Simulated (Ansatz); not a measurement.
One crystal and one scan (frozen-phonon scan) at two levels, r2SCAN (plane waves to 500 eV, PAW, scalar-relativistic; Ansatz, a first-principles code) and PBE (plane waves to 420 eV, PAW, scalar-relativistic; Ansatz), each from its own relaxed cell and on its own mesh. The cell shown is that of r2SCAN.

BP (zinc blende)

```
BP
1.0
    0.00000     4.53640     4.53640
    2.26820     2.26820     4.53640
    2.26820     2.26820     0.00000
P B
2 2
Direct
  0.00000   0.75000   0.75000
  0.50000   0.75000   0.75000
  0.00000   0.00000   0.00000
  0.50000   0.00000   0.00000
```

The atoms are displaced by Q × the pattern below (from a DFPT mode at X = (0.5, 0.5, 0.0), largest move 1; Q in Å), at fixed cell. (q is in reciprocal vectors of the primitive cell; the cell shown is doubled to hold the pattern.)

```csv
atom,x,y,z
P1,0.000,0.000,-1.000
P2,0.000,0.000,1.000
```

Atoms not listed stay in place.

BP was relaxed with its symmetry unable to fall. The PAW data are Ansatz's earlier set. Percentages come from the unrounded values.

Results of r2SCAN:

- Lattice constant a (Å): 4.536
- Band gap of the relaxed cell, no spin-orbit coupling (eV): 1.41
- Harmonic wavenumber from the curvature (finite differences) (cm⁻¹ (negative: imaginary)): 541
- Shape of the curve: a single well with its minimum at or next to zero displacement

**Question.** What does PBE give for the same quantities?

**Answer.** 
```tsv
quantity	PBE	r2SCAN − PBE
Lattice constant a (Å)	4.548	-0.012 (-0.3 %)
Band gap of the relaxed cell, no spin-orbit coupling (eV)	1.25	+0.16 (+13 %)
Harmonic wavenumber from the curvature (finite differences) (cm⁻¹ (negative: imaginary))	525	+16 (+3.1 %)
```

r2SCAN gives the higher value for: band gap of the relaxed cell, no spin-orbit coupling; harmonic wavenumber from the curvature. r2SCAN gives the lower value for: lattice constant a. Both give the same shape of the curve: a single well with its minimum at or next to zero displacement. Neither level is exact: the differences show how much the result hangs on the functional.

(For displaced atoms, the force is minus the slope of the energy, and its curvature is a force constant, which sets phonon frequencies.)
